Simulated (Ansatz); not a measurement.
BeSe:
```yaml
crystal:
  lattice:
    - [0.00000, 2.56430, 2.56430]
    - [2.56430, 0.00000, 2.56430]
    - [2.56430, 2.56430, 0.00000]
  atoms:
    - { symbol: Be, position: [0.00000, 0.00000, 0.00000] }
    - { symbol: Se, position: [0.75000, 0.75000, 0.75000] }
```

Tensor components refer to the Cartesian frame of this cell.

Question: Give the proper piezoelectric stress tensor with relaxed ions from PBEsol in the plane-wave PAW code Ansatz.

Answer: In C/m², rows x, y, z, Voigt columns; mesh uncertainty up to 0.00.
```
0.00  0.00  0.00  0.20  0.00  0.00
0.00  0.00  0.00  0.00  0.20  0.00
0.00  0.00  0.00  0.00  0.00  0.20
```

The elastic tensor of the same run (GPa):

```
 131  53.7  53.7   0.0   0.0   0.0
53.7   131  53.7   0.0   0.0   0.0
53.7  53.7   131   0.0   0.0   0.0
 0.0   0.0   0.0  67.2   0.0   0.0
 0.0   0.0   0.0   0.0  67.2   0.0
 0.0   0.0   0.0   0.0   0.0  67.2
```

Question: Convert to strain constants d = e·S.

Answer: In pC/N:
```
0.0  0.0  0.0  2.9  0.0  0.0
0.0  0.0  0.0  0.0  2.9  0.0
0.0  0.0  0.0  0.0  0.0  2.9
```

Space group F-43m (zinc blende). The cell was relaxed with PBEsol under the symmetry of its start. Signs of piezoelectric constants follow the polarity of the cell as given.

Potentials: the earlier of the program's two PAW sets. The files were generated under PBE; for other functionals the program regenerates the frozen cores, and for LDA and PBEsol the local potential too.
